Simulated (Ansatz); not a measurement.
In HfO₂ (fluorite type) the Hf atom of the primitive cell, with all its periodic images, is moved by 0.02 Å along x.

```
CELL_PARAMETERS angstrom
0.00000 2.53500 2.53500
2.53500 0.00000 2.53500
2.53500 2.53500 0.00000
ATOMIC_POSITIONS crystal
Hf 0.99606 0.00394 0.00394
O 0.25000 0.25000 0.25000
O 0.75000 0.75000 0.75000
```

Theory: PBE, all-electron LAPW, point nucleus in Ansatz 0.2.0 development build.

k-mesh 8×8×8 Γ-centred; Fermi–Dirac smearing of 0.1 eV; no spin polarisation; no spin–orbit coupling.

Q: What force results?

A: The force on it along the displacement is -0.1082 eV/Å, a force constant of 5.41 eV/Å². The cell stands under a pressure of 4.2 GPa, which shifts the constant from its value at the relaxed volume.

```
atom  Fx (eV/Å)  Fy (eV/Å)  Fz (eV/Å)
 Hf1    -0.1082     0.0000     0.0000
  O2     0.0541     0.0000     0.0000
  O3     0.0541     0.0000     0.0000
```

This cubic structure is a model: it isn't the usual form of the substance at ambient conditions, and such phases are metastable or hypothetical. The k-mesh is modest, so these values aren't fully converged in k.
